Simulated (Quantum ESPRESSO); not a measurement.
```cif
data_Ge2Se4Sn2
_chemical_formula_sum 'Ge2 Se4 Sn2'
_space_group_name_H-M_alt 'P 1'
_space_group_IT_number 1
_cell_length_a 4.05120
_cell_length_b 4.36803
_cell_length_c 11.34248
_cell_angle_alpha 90.000
_cell_angle_beta 90.000
_cell_angle_gamma 90.000
loop_
_space_group_symop_operation_xyz
  'x, y, z'
loop_
_atom_site_label
_atom_site_type_symbol
_atom_site_fract_x
_atom_site_fract_y
_atom_site_fract_z
_atom_site_occupancy
Ge1 Ge 0.00000 0.13161 0.62811 1
Ge2 Ge 0.00000 0.86839 0.12811 1
Se1 Se 0.00000 0.21662 0.85030 1
Se2 Se 0.00000 0.78338 0.35030 1
Se3 Se 0.50000 0.25847 0.13805 1
Se4 Se 0.50000 0.74153 0.63805 1
Sn1 Sn 0.50000 0.34875 0.38354 1
Sn2 Sn 0.50000 0.65125 0.88354 1
```

Cell and atoms were relaxed with PBE+D3(BJ) from Materials Project entry mp-1218835, within its symmetry.

What does norm-conserving PBEsol (Quantum ESPRESSO, 86 Ry, no spin-orbit coupling) give for the electronic structure near the Fermi level?

The PBEsol gap is indirect, 0.51 eV, from 25 % of the way from Y to Γ to 75 % of the way from Y to Γ; the smallest direct gap is 0.71 eV. Another conduction extremum on the path lies within 0.02 eV, too close to call. Spin-orbit splittings are left out.

The structure is a Materials Project entry; no match was found in the copy of COD used, and its stability was not checked.

Letters of k points follow the standard setting of the lattice, whose axes may be ordered differently from the printed cell.
